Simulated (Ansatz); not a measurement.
Theory: Ansatz, DFT PBE, scalar-relativistic, plane waves, PAW. Settings: cutoff 420 eV, Γ-centred meshes spaced at most about 0.3 Å⁻¹, and about 0.25 Å⁻¹ or finer for metals (2π included), Gaussian smearing. No spin polarisation in the final relaxations.

Temperature and zero-point effects are left out.

Compare these two cells of GaSbTe₄, each relaxed at this level.

A.

Space group P4/mmm (No. 123). a = 4.709 Å, b = 4.709 Å, c = 9.073 Å, α = 90.00°, β = 90.00°, γ = 90.00°
```json
{"atom": "Ga", "site": "1d", "symmetry": "4/mmm", "x": "0.5000", "y": "0.5000", "z": "0.5000"}
{"atom": "Sb", "site": "1a", "symmetry": "4/mmm", "x": "0.0000", "y": "0.0000", "z": "0.0000"}
{"atom": "Te", "site": "4i", "symmetry": "2mm.", "x": "0.5000", "y": "0.0000", "z": "0.7579"}
```

B.

Space group P-6m2 (No. 187). a = 6.450 Å, b = 6.450 Å, c = 5.424 Å, α = 90.00°, β = 90.00°, γ = 120.00°
```
atom  site  symmetry       x       y       z
  Ga    1a      -6m2  0.0000  0.0000  0.0000
  Sb    1c      -6m2  0.3333  0.6667  0.0000
  Te    1e      -6m2  0.6667  0.3333  0.0000
  Te    3k       mm2  0.0038  0.5019  0.5000
```

**Question.** Which form is favoured at zero pressure, and by what margin per atom?

**Answer.** A is lower, by 242 meV/atom. A has space group P4/mmm (No. 123), 33.5 Å³/atom and no gap on its mesh; B has space group P-6m2 (No. 187), 32.6 Å³/atom and no gap. Counting Sb or Te atoms around Ga (for each partner element, those within 1.25 times its shortest distance or 1.15 times the sum of covalent radii, where it is the nearest in units of that sum or under 1.3; the shortest distance is added where it is long for a bond), A has Ga 8 from 3.3 Å and B has Ga 3 from 3.7 Å. Even the lower one lies +0.12 eV/atom against the reference forms of the elements (uncorrected), so neither is stable at this level. Both come from invented guesses.

These runs have no spin–orbit coupling, which can matter for Sb and Te. Cells relaxed within their symmetry can be saddle points.
